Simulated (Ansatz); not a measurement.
SrZrO₃:
Space group R3c, hexagonal axes (No. 161); a = b = 5.8056 Å, c = 14.1271 Å, α = β = 90.00°, γ = 120.00°

```
atom  site  symmetry       x       y       z
----  ----  --------  ------  ------  ------
Sr      6a        3.  0.0000  0.0000  0.2670
Zr      6a        3.  0.0000  0.0000  0.0116
O      18b         1  0.0987  0.3375  0.0906
```
(The calculation used a cell of 10 atoms; values per cell refer to that cell.)

Relaxed with PBEsol.

Task: Give the optical modes at the zone centre with their infrared activity from DFPT, plane-wave PAW PBEsol (Ansatz code).

Result: Transverse frequencies, without the LO–TO term; a row sums one degenerate level.

| ω (cm⁻¹) | degeneracy | IR ((D/Å)²/amu) | activity | symmetry |
|---|---|---|---|---|
| 19 | 2 | 0.40 | IR | E |
| 53 | 1 | 23.54 | IR | A1 |
| 87 | 1 | 0.00 | IR-inactive | A2 |
| 126 | 2 | 19.66 | IR | E |
| 165 | 2 | 0.10 | IR | E |
| 192 | 2 | 24.79 | IR | E |
| 208 | 1 | 33.27 | IR | A1 |
| 231 | 2 | 68.91 | IR | E |
| 263 | 1 | 0.09 | IR | A1 |
| 276 | 1 | 0.00 | IR-inactive | A2 |
| 320 | 2 | 29.53 | IR | E |
| 322 | 1 | 0.00 | IR-inactive | A2 |
| 355 | 1 | 0.00 | IR-inactive | A2 |
| 397 | 2 | 0.00 | IR-inactive | E |
| 488 | 1 | 42.44 | IR | A1 |
| 513 | 2 | 69.08 | IR | E |
| 551 | 2 | 0.02 | IR | E |
| 789 | 1 | 0.00 | IR-inactive | A2 |

Task: How high does the top mode go among those that the LO–TO term moves?

Result: 711 cm⁻¹ for q along x, 711 cm⁻¹ for q along y, 699 cm⁻¹ for q along z.

The start of the workflow was typed in or built on a structure type; neither database checked (COD, Materials Project) lists it. COD files the formula under space group No. 62, 63, 221. Its standing as an ambient phase is unchecked. The cell was relaxed with PBEsol under the symmetry of its start; whether a distortion lowers the energy is not shown. No spin polarisation was allowed.

Potentials: the earlier of the program's two PAW sets. The files were generated under PBE; for other functionals the program regenerates the frozen cores, and for LDA and PBEsol the local potential too.
